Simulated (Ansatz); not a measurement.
The elements of this relaxed trial crystal are hidden behind letters.

```
lattice vectors (Å)
   5.5038    0.0000    0.0000
   0.0000    5.5038    0.0000
   0.0000    0.0000    5.8085
fractional positions
X 0.0000 0.0000 0.9565
X 0.0000 0.5000 0.4907
X 0.5000 0.0000 0.4907
Z 0.5000 0.5000 0.8647
Z 0.0000 0.0000 0.4423
Q 0.5000 0.5000 0.5803
```

Computed with DFT PBE, scalar-relativistic, plane waves, PAW (Ansatz 0.2.0). The final run on the 6-atom cell used 420 eV, a Γ-centred 8×8×8 mesh, 0.10 eV smearing and no spin polarisation.

* Space group: P4mm (No. 99)
* Conventional cell: a = 5.504 Å, c = 5.808 Å
* Volume per atom: 29.33 Å³
* Density: 1.80 g/cm³
* Energy over the elements: −0.11 eV/atom
* Gap on the 8×8×8 mesh of the 6-atom cell: 0 eV (a metal)

Energies are uncorrected and count from the elements' standard states at the same level.

Question: X is an s-block element of period 4, Z is a p-block element of period 3 and Q is a p-block element of period 2. Which elements are they?

Answer: X = Ca, Z = Si, Q = N, so the formula is Ca3Si2N. Density times volume gives a mean mass of 1.80 × 29.33/1.6605 = 31.8 u per atom, and this set has 31.7 u. Ca on a site of symmetry 4mm is surrounded by 2 Si at 2.82–2.99 Å; Si on its first site has 1 N at 1.65 Å; N has 1 Si at 1.65 Å and 4 Ca at 2.80 Å; 2 more sites not described. Other sets within the hints have nearly the same mass, so mass alone doesn't settle it; this one was computed.

A structure relaxed within its symmetry needn't be a true minimum.
